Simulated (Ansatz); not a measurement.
WO₃ (ReO3 type, space group No. 221), PBE (plane waves, PAW; program Ansatz), all energies at zero smearing, with the estimated change up to a 700 eV cutoff added, with one set of potentials and settings (totals compare only within such a set). Cell of 4 atoms (1 W, 3 O): -12088.283 eV.

| element | reference phase | E (eV/atom) |
|---|---|---|
| W | Im-3m, 1 atoms in the cell | -10384.8193 |
| O | C2/m, 4 atoms in the cell, spin-polarised | -565.0000 |

Formation energy per atom, worked out: (-12088.283 − 1×(-10384.8193) − 3×(-565.0000))/4 = -2.116 eV/atom (-204 kJ per mol of atoms), at 0 K, without zero-point energy or fitted corrections.

Space group Pm-3m (ReO3 type). The cell is a constructed one: a structure type filled with these elements; the Crystallography Open Database copy checked does not list it. COD files the formula under space group No. 2, 14, 62, 129, 130, 191, so this cell is another polymorph or a model. Whether it is the stable phase at ambient conditions was not checked. Symmetry was held in the PBE relaxation. At this level the phase is dynamically unstable (imaginary phonons). The run is not spin-polarised. No Hubbard U is applied. The references are the lowest solids computed at this level, not always the standard phases (solids in place of the gases). Scalar-relativistic: spin–orbit coupling is off unless named, which matters more the heavier the elements.

Potentials: the later of the program's two PAW sets.
